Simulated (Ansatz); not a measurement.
## Equation of state of indium, hcp

Computed with Ansatz 0.2.0, DFT, LDA (PW92), plane waves (420 eV) with PAW, scalar-relativistic. The PAW files were generated under PBE, with cores re-solved for the functional.

The cell is scaled uniformly from the relaxed one, with fractional coordinates and shape fixed. Energies are extrapolated to zero smearing, pressures are those at the given smearing. Magnetic state: spin not included.

```tsv
V (Å³/atom)	E − E₀ (meV/atom)	P (GPa)
21.758	70.2	8.71
22.747	28.3	5.07
23.736	6.3	2.23
24.725	0.0	0.01
25.714	5.8	-1.70
26.703	21.0	-3.03
27.692	43.3	-4.06
```

(1) Fit a third-order Birch-Murnaghan equation.

## Answers

(1) V₀ = 24.71 Å³/atom, B₀ = 49 GPa, B₀′ = 5.3.
